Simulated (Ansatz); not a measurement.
Here is the system:

EuO (rock salt)

```xyz
2
Lattice="0.0000 2.5308 2.5308 2.5308 0.0000 2.5308 2.5308 2.5308 0.0000" Properties=species:S:1:pos:R:3 pbc="T T T"
O      0.0000     0.0000     0.0000
Eu     2.5308     2.5308     2.5308
```

The volume is varied about the relaxed value V₀ at fixed cell shape. Symmetry pins the atoms to their sites.

All values below come from PBE (plane waves to 420 eV, PAW, scalar-relativistic; Ansatz, a program for electronic structure). k mesh 16×16×16 (Γ-centred), Fermi-Dirac smearing 0.05 eV. Energies are smeared free energies. Stress and pressure are positive under compression. EuO is run spin-polarised and with no Hubbard U. EuO was relaxed with its symmetry unable to fall. Relaxed EuO ends ferromagnetic. Other magnetic orders were not checked, so this need not be the ground state. The filling of the f shell was not checked against other fillings, so treat energies with care. ΔE is measured from the relaxed starting cell.

The scan covers V/V₀ from 0.900 to 1.100 in 9 points.

Question: What pressure does the cell carry at V/V₀ = 0.900?

Answer: 12.9 GPa.

Question: What is ΔE at V/V₀ = 0.900?

Answer: 59 meV/atom.

Question: What is ΔE at V/V₀ = 1.100?

Answer: 41 meV/atom.

(A scan under strain: stresses follow from slopes of the energy per volume, elastic moduli from its curvatures.)
